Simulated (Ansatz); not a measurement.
## LaCu$_{2}$ squeezed and stretched

A database entry relaxed whole under r2SCAN (P6/mmm):

```yaml
crystal:
  lattice:
    - [4.29711, 0.00000, 0.00000]
    - [-2.14856, 3.72141, 0.00000]
    - [0.00000, 0.00000, 3.87425]
  atoms:
    - { symbol: La, position: [0.00000, 0.00000, 0.00000] }
    - { symbol: Cu, position: [0.33333, 0.66667, 0.50000] }
    - { symbol: Cu, position: [0.66667, 0.33333, 0.50000] }
```

The cell was scaled uniformly, its shape held, and the atoms relaxed at each volume with plane-wave PAW DFT (Ansatz 0.2.0; r2SCAN, 500 eV, 9×9×9 Γ-centred mesh, fermi-dirac occupations of width 0.100 eV; no spin, no spin-orbit coupling). One row is withheld.

```json
{"volume (Å³/atom)": "19.412", "energy over the lowest (meV/atom)": "18.7", "pressure (GPa)": "5.26"}
{"volume (Å³/atom)": "19.825", "energy over the lowest (meV/atom)": "7.9", "pressure (GPa)": "3.33"}
{"volume (Å³/atom)": "20.238", "energy over the lowest (meV/atom)": "1.8", "pressure (GPa)": "1.58"}
{"volume (Å³/atom)": "20.651", "energy over the lowest (meV/atom)": "0.0", "pressure (GPa)": "0.02"}
{"volume (Å³/atom)": "21.065", "energy over the lowest (meV/atom)": "2.0", "pressure (GPa)": "-1.40"}
{"volume (Å³/atom)": "21.478", "energy over the lowest (meV/atom)": "?", "pressure (GPa)": "?"}
{"volume (Å³/atom)": "21.891", "energy over the lowest (meV/atom)": "16.1", "pressure (GPa)": "-3.82"}
```

Fit the pressures of the other rows to the third-order Birch-Murnaghan form.

With f = [(V₀/V)^(2/3) − 1]/2 and P = 3B₀f(1 + 2f)^(5/2)[1 + 3(B₀′ − 4)f/2], least squares gives V₀ = 20.66 Å³ an atom, B₀ = 74.3 GPa and B₀′ = 4.2; the rows miss the fit by less than 0.01 GPa. The slope of the energies differs from these pressures by 0.09 GPa, since they are taken to zero smearing while pressures follow the free energy.

What does the withheld row hold?

The fit gives -2.67 GPa at 21.478 Å³; the run gave -2.67 GPa and 7.5 meV an atom.

Caveats: the shape of the cell was held, so B₀ is an upper bound where the axes differ in stiffness; 0 K, fixed nuclei; the symmetry was kept, and this need not be the phase that is stable at 0 K; one mesh for all volumes; pressure is positive in compression.
